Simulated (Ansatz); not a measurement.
Sr$_{3}$Se$_{2}$Cl$_{2}$O$_{6}$ in space group C2 (No. 5; Pearson symbol mS26), LDA in the plane-wave PAW code Ansatz. The conduction-band minimum lies on the M2–D line, 70 % of the way from M2, with 2 equivalent valleys. Second derivatives d²E/dk² of the lowest band at one valley (eV·Å²), along Cartesian directions:

```tsv
direction	d²E/dk²
[100]	7.693
[010]	5.581
[001]	5.635
[110]	6.641
[101]	6.643
[011]	5.608
```

Q: Find the principal effective masses, the density-of-states mass and the conductivity mass.

A: Off-diagonal terms follow from H_xy = H[110] − (H_xx + H_yy)/2, and m*/mₑ = 7.620 eV·Å² over each eigenvalue: 0.99, 1.4, 1.4. One valley's DOS mass (m₁m₂m₃)^(1/3) = 1.2, conductivity mass 3/(Σ 1/mᵢ) = 1.2 mₑ.

Q: What effective density of states Nc follows at 300 K for parabolic valleys?

A: Nc = 2.509e19 × 2 × (1.2)^(3/2) ≈ 6.6e19 cm⁻³.

The workflow started from a Materials Project entry (that database holds measured and hypothetical structures alike); the Crystallography Open Database copy checked does not list it. Whether it is the stable phase at ambient conditions was not checked. The cell was relaxed with LDA under the symmetry of its start; its stability against distortions is not shown here. Scalar-relativistic: spin–orbit coupling is off unless named, which matters more the heavier the elements.

Potentials: the later of the program's two PAW sets.

Edges and masses are those of Kohn–Sham bands, whose gap is no quasiparticle gap.
